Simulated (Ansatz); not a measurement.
The relaxed structure here is a generated cell of TaAs: the first start was made by placing the elements on the sites of a structure type, and the end was not matched to a known phase here, so it may be hypothetical. Known forms of TaAs include space group No. 109.

One starting cell of TaAs (a generated cell, TaAs placed in the MnP structure type) was relaxed twice with Ansatz (plane waves, PAW, scalar-relativistic): with r2SCAN at 500 eV and with PBE at 420 eV. The r2SCAN result:

```xyz
8
Lattice="6.2567 0.0000 0.0000 0.0000 3.5089 0.0000 0.0000 0.0000 6.4793" Properties=species:S:1:pos:R:3 pbc="T T T"
Ta     0.0397     0.8772     1.1869
Ta     3.1681     0.8772     2.0528
Ta     6.2170     2.6316     5.2924
Ta     3.0886     2.6316     4.4265
As     1.2290     0.8772     3.7359
As     4.3574     0.8772     5.9830
As     5.0277     2.6316     2.7434
As     1.8993     2.6316     0.4963
```

```csv
quantity,r2SCAN,PBE
space group,Pnma,Pnma
volume (Å³/atom),17.78,?
a (Å),6.257,?
b (Å),3.509,?
c (Å),6.479,?
"gap (eV, no spin-orbit coupling)",0.00,?
```

Q: Fill in the PBE column.

A: 
- volume (Å³/atom), PBE: 17.95
- a (Å), PBE: 6.270
- b (Å), PBE: 3.491
- c (Å), PBE: 6.561
- gap (eV, no spin-orbit coupling), PBE: 0.00

Both levels end in the same structure; PBE's volume is 1.0 % larger. Neither column is exact.

No spin polarisation in the result.

The run could not lose the symmetry of its start; a randomly shaken copy of 8 atoms returns to this structure.

Ansatz is an electronic-structure program.
